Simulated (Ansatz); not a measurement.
BaHI:
```xyz
6
Lattice="4.7404 0.0000 0.0000 0.0000 4.7404 0.0000 0.0000 0.0000 7.8191" Properties=species:S:1:pos:R:3 pbc="T T T"
Ba     2.3702     0.0000     6.4742
Ba     0.0000     2.3702     1.3449
H      2.3702     2.3702     0.0000
H      0.0000     0.0000     0.0000
I      0.0000     2.3702     5.1642
I      2.3702     0.0000     2.6550
```

Relaxed with r²SCAN. Special points in fractions of this cell's reciprocal vectors: Γ (0.000, 0.000, 0.000); X (0.000, 0.500, 0.000); M (0.500, 0.500, 0.000); Z (0.000, 0.000, 0.500); R (0.000, 0.500, 0.500); A (0.500, 0.500, 0.500).

### Question
List the band energies nearest the valence-band maximum at these points for plane-wave PAW r²SCAN (Ansatz code).

### Answer
In eV from the valence-band maximum; about four levels below and three above (degenerate sets whole), none deeper than 8.9 eV; points with the same levels are listed once.

| k | below | above |
|---|---|---|
| Γ | -1.41 -1.10 -1.10 -0.90 | 3.60 3.98 4.39 4.39 |
| X | -1.70 -1.70 -0.49 -0.49 | 4.19 4.19 4.25 4.25 |
| M | -1.56 -1.56 -1.03 -1.03 | 3.90 3.90 6.37 6.37 |
| Z | -1.40 -1.04 -1.04 0.00 | 3.19 4.46 4.46 |
| R | -1.55 -1.55 -0.80 -0.80 | 4.61 4.61 4.81 4.81 |
| A | -1.53 -1.53 -0.96 -0.96 | 5.19 5.19 6.31 6.31 |

Space group P4/nmm. The first step of the workflow began from a Materials Project structure, measured or hypothetical; the Crystallography Open Database files this formula in space group No. 129, but the cells were not matched. Whether it is the stable phase at ambient conditions was not checked. The cell was relaxed with r²SCAN under the symmetry of its start; of distortions, only those at the zone centre were tested. Scalar-relativistic: spin–orbit coupling is off unless named, which matters more the heavier the elements.

Potentials: the later of the program's two PAW sets.
